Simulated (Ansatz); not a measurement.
## Mg, first-principles data

Mg:
```yaml
crystal:
  lattice:
    - [3.07232, 0.00000, 0.00000]
    - [-1.53616, 2.66071, 0.00000]
    - [0.00000, 0.00000, 3.05664]
  atoms:
    - { symbol: Mg, position: [0.00000, 0.00000, 0.00000] }
```

Space group P6/mmm (No. 191), simple hexagonal; conventional cell a = b = 3.072 Å, c = 3.057 Å, α = β = 90.00°, γ = 120.00°.

Method: PBEsol in the plane-wave PAW code Ansatz. Geometry: relaxed at this level of theory. Other levels are named where they apply.

Cell and energy:

```json
{
  "volume_per_atom": "24.99 Å³",
  "density": "1.62 g/cm³"
}
```

Electronic structure:

```json
{
  "electronic_character": "metallic (no gap)",
  "Density of states at the Fermi level": "0.46 states/eV per atom (mean over ±0.08 eV)"
}
```

Mechanics:

```json
{
 "Bulk modulus (Birch–Murnaghan fit)": "28.0 GPa",
 "Pressure derivative B′": "4.0",
 "Elastic constants (relaxed ions, GPa)": "C11 = 68.9, C12 = 24.4, C13 = 3.9, C33 = 58.4, C44 = -13.7",
 "mechanical_stability": "unstable (C has a negative eigenvalue)"
}
```

Phonons:

```json
{
  "dynamical_stability_on_the_path": "unstable, down to 129i cm⁻¹"
}
```

The first step of the workflow began from a Materials Project structure, measured or hypothetical; the Crystallography Open Database copy checked does not list it. It is not the phase usual at ambient conditions (space group No. 194). The cell was relaxed with PBEsol under the symmetry of its start. As this level gives no gap, shear constants depend on the k-mesh and smearing (Fermi–Dirac, 0.1 eV here). As this level gives no gap, phonon frequencies hold no LO–TO term and depend on the k-mesh and smearing (Fermi–Dirac, 0.1 eV here). Axis ratios of metals converge slowly with the k-mesh, so a and c are less sure than the volume.

Potentials: the earlier of the program's two PAW sets.
